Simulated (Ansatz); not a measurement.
Relaxed-ion elastic tensor of PtAu in space group P-6m2 (No. 187; Pt on 1e, Au on 1b) in GPa (Voigt order), PBEsol in the plane-wave PAW code Ansatz; density 20.34 g/cm³, 16.00 Å³ per atom.

```
 360   187   158   0.0   0.0   0.0
 187   360   158   0.0   0.0   0.0
 158   158   311   0.0   0.0   0.0
 0.0   0.0   0.0  28.1   0.0   0.0
 0.0   0.0   0.0   0.0  28.1   0.0
 0.0   0.0   0.0   0.0   0.0  86.5
```

Is the crystal mechanically stable?

Yes: the smallest eigenvalue of C is 28.1 GPa.

Work out the Voigt, Reuss and Hill averages.

K_V = 226, K_R = 224, K_H = 225; G_V = 63.7, G_R = 47.3, G_H = 55.5 GPa.

Give Young's modulus, Poisson's ratio, Pugh's ratio and the universal anisotropy index.

E = 9KG/(3K + G) = 154 GPa; ν = 0.39; K/G = 4.05 (ductile by the Pugh limit of 1.75); A_U = 5G_V/G_R + K_V/K_R − 6 = 1.74.

Estimate the sound speeds and the Debye temperature.

v_l = √((K + 4G/3)/ρ) = 3830 m/s, v_t = √(G/ρ) = 1650 m/s, mean 1870 m/s; Θ = (h/k)(3n/4πV)^(1/3) v_m = 221 K.

Solve the Christoffel equation for the three sound speeds along x, y, z.

Eigenvalues of C_ijkl n_j n_l equal ρv². In km/s, slowest first: x 1.17, 2.06, 4.20; y 1.17, 2.06, 4.20; z 1.17, 1.17, 3.91.

How much does each axis shrink under pressure?

Linear compressibilities β_i = Σ_j S_ij (j = 1 to 3): x 1.3, y 1.3, z 1.9 per TPa.

The workflow started from a Materials Project entry (that database holds measured and hypothetical structures alike); the Crystallography Open Database copy checked does not list it. With Pt and Au taken as one species the cell has the higher symmetry P6_3/mmc, so it may be an ordered model of a mixed-site phase. Whether it is the stable phase at ambient conditions was not checked. The cell was relaxed with PBEsol under the symmetry of its start; whether a distortion lowers the energy is not shown. The run is not spin-polarised. As this level gives no gap, shear constants depend on the k-mesh and smearing (Fermi–Dirac, 0.1 eV here). Scalar-relativistic: spin–orbit coupling is off unless named, which matters more the heavier the elements.

Potentials: the later of the program's two PAW sets.
